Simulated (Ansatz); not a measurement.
MgNi3C, first-principles data

MgNi3C:
```cif
data_CMgNi3
_chemical_formula_sum 'Mg1 Ni3 C1'
_space_group_name_H-M_alt 'P 1'
_space_group_IT_number 1
_cell_length_a 3.78359
_cell_length_b 3.78359
_cell_length_c 3.78359
_cell_angle_alpha 90.000
_cell_angle_beta 90.000
_cell_angle_gamma 90.000
loop_
_space_group_symop_operation_xyz
  'x, y, z'
loop_
_atom_site_label
_atom_site_type_symbol
_atom_site_fract_x
_atom_site_fract_y
_atom_site_fract_z
_atom_site_occupancy
Mg1 Mg 0.00000 0.00000 0.00000 1
Ni1 Ni 0.00000 0.50000 0.50000 1
Ni2 Ni 0.50000 0.00000 0.50000 1
Ni3 Ni 0.50000 0.50000 0.00000 1
C1 C 0.50000 0.50000 0.50000 1
```
The run is spin-polarised; directions of the spins, atom by atom: 0 0 0 0 0.

Space group Pm-3m (No. 221), anti-perovskite; conventional cell a = b = c = 3.784 Å, α = β = γ = 90.00°.

Method: plane-wave PAW r²SCAN (Ansatz code). Structure relaxed to zero pressure with the same functional. Other levels are named where they apply.

**Cell and energy**

- Volume per atom = 10.83 Å³
- Density = 6.51 g/cm³
- Formation energy from the elements (no fitted shifts) = -0.11 eV/atom

**Electronic structure**

- Electronic character = metallic (no gap)
- Density of states at the Fermi level = 1.1 states/eV per atom (mean over ±0.08 eV)

**Magnetism**

Magnetic order: ferromagnetic
Net moment: 0.13 μB per atom

The workflow started from a Materials Project entry (that database holds measured and hypothetical structures alike); the Crystallography Open Database files this formula in space group No. 221, but the cells were not matched. Its standing as an ambient phase is unchecked. Symmetry was held in the r²SCAN relaxation; its stability against distortions is not shown here. Magnetic state: ferromagnetic, the only order run, not a proven ground state. Other orbital occupations within this spin state were not tried. For itinerant 3d metals, meta-GGAs of the SCAN family and hybrids are commonly reported to give too large moments. The references are the lowest solids computed at this level, not always the standard phases.

Potentials: the later of the program's two PAW sets.
